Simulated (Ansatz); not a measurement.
**Zone-centre phonons of C at 2 GPa: input and output**

The calculation used DFT LDA, scalar-relativistic, plane waves, PAW in Ansatz.

Launched with:
```bash
ansatz run input.yaml --threads 1 --pin off --max-ram 3072MiB --backend cpu --events-out ev --progress --plain --runs-dir out
```

Input (bare energies are in eV):
```yaml
crystal:
  lattice:
    - [1.2210280225, -2.1129899567, 0.0]
    - [1.2210280225, 2.1129899567, 0.0]
    - [0.0, 0.0, 6.3989909514]
  atoms:
    - { symbol: C, position: [0.0832989689, 0.9167010311, 0.75] }
    - { symbol: C, position: [0.5832989689, 0.4167010311, 0.25] }
    - { symbol: C, position: [0.9167010311, 0.0832989689, 0.25] }
    - { symbol: C, position: [0.4167010311, 0.5832989689, 0.75] }
basis:
  ecutwfc: 420
kpoints:
  mp_grid: { grid: [20, 20, 8] }
hamiltonian:
  xc: lda
scf:
  occupations: { method: fermi_dirac, width: 0.15 }
output:
  eigenvalues: true
phonons:
  method: dfpt
  eigenvectors: true
```

Results section of the output:
```
--- Phonons (Γ-DFPT): 3 representative perturbations + reference, on 555 of 3200 k-points (Σ response iterations 9) ---
  k mesh reduced under 4 symmetry operations, with k and −k counted as one. Each operation leaves every solved displacement unchanged or reverses it
  ASR residual: 4.887e-5 → 0.000e0 eV/Å²; symmetrization residual: 7.841e-14 eV/Å²
  ASR residual per site (eV/Å²): 4.89e-5 4.89e-5 4.89e-5 4.89e-5
  Γ frequencies (cm⁻¹): -48.31 0.00 0.00 0.00 68.37 154.85 882.13 887.57 1604.50 1607.31 1609.35 1625.98
  non-analytic LO–TO correction: not included (Born effective charges unavailable; polar crystals: no LO–TO splitting at Γ)
```

It took 68 s on 1 thread of Arm Neoverse V1 (shared host), peak memory 0.95 GiB.

In a metal, frequencies and elastic constants depend on the k mesh and the smearing, soft modes and shear constants most. The crystal is built of layers and no dispersion correction was added, so the binding between them is poorly described, and with it their spacing and whatever depends on it.

Negative frequencies stand for imaginary ones: the cell is unstable against these modes.

This form isn't the element's structure at ambient conditions. The bands overlap by little, and semilocal functionals make gaps too small, so the missing gap can be the functional's error and not a sign of a true metal.